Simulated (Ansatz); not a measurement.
Ti (hcp, Mg type)

```yaml
crystal:
  lattice:
    - [2.93627, 0.00000, 0.00000]
    - [-1.46813, 2.54288, 0.00000]
    - [0.00000, 0.00000, 4.63716]
  atoms:
    - { symbol: Ti, position: [0.33333, 0.66667, 0.75000] }
    - { symbol: Ti, position: [0.66667, 0.33333, 0.25000] }
```

Scan: atom 2 (Ti, nearest neighbour Ti at 2.872 Å; its periodic images, 2.9 Å or more away, move with it) is displaced along Cartesian x, direction (1.000, 0.000, 0.000) in Cartesian axes, by s. The other atoms stay.

Calculation: r2SCAN (plane waves to 500 eV, PAW, scalar-relativistic; Ansatz, a first-principles code). k mesh 15×15×8 (Γ-centred), Fermi-Dirac smearing 0.05 eV. Energies are smeared free energies. With partly filled bands, energies and forces of such displacements shift with the k mesh and the smearing. The PAW data are Ansatz's earlier set. Ti is run without spin polarisation. Ti was relaxed with its symmetry unable to fall. The zero of ΔE is the undisplaced structure. The last digit holds for this mesh only.

```json
[
 {"s (Å)": "-0.860", "ΔE (meV/cell)": "349.6"},
 {"s (Å)": "-0.688", "ΔE (meV/cell)": "266.2"},
 {"s (Å)": "-0.516", "ΔE (meV/cell)": "176.7"},
 {"s (Å)": "-0.344", "ΔE (meV/cell)": "95.3"},
 {"s (Å)": "-0.172", "ΔE (meV/cell)": "27.4"},
 {"s (Å)": "0.000", "ΔE (meV/cell)": "0.0"},
 {"s (Å)": "0.172", "ΔE (meV/cell)": "27.4"},
 {"s (Å)": "0.344", "ΔE (meV/cell)": "95.3"},
 {"s (Å)": "0.516", "ΔE (meV/cell)": "176.7"},
 {"s (Å)": "0.688", "ΔE (meV/cell)": "266.2"},
 {"s (Å)": "0.860", "ΔE (meV/cell)": "349.6"}
]
```

**Question.** What force constant k = d²E/ds² at s = 0 does the table give?

**Answer.** 1.9 eV/Å². It is the second difference of the nearest points, corrected with the next pair.

**Question.** With k = 1.92 eV/Å² from the forces, is the well harmonic out to s = 0.860 Å?

**Answer.** ½ks² = 710 meV/cell against the computed 350 meV/cell, so the well is softer than harmonic there.

(For displaced atoms, the force is minus the slope of the energy, and its curvature is a force constant, which sets phonon frequencies.)
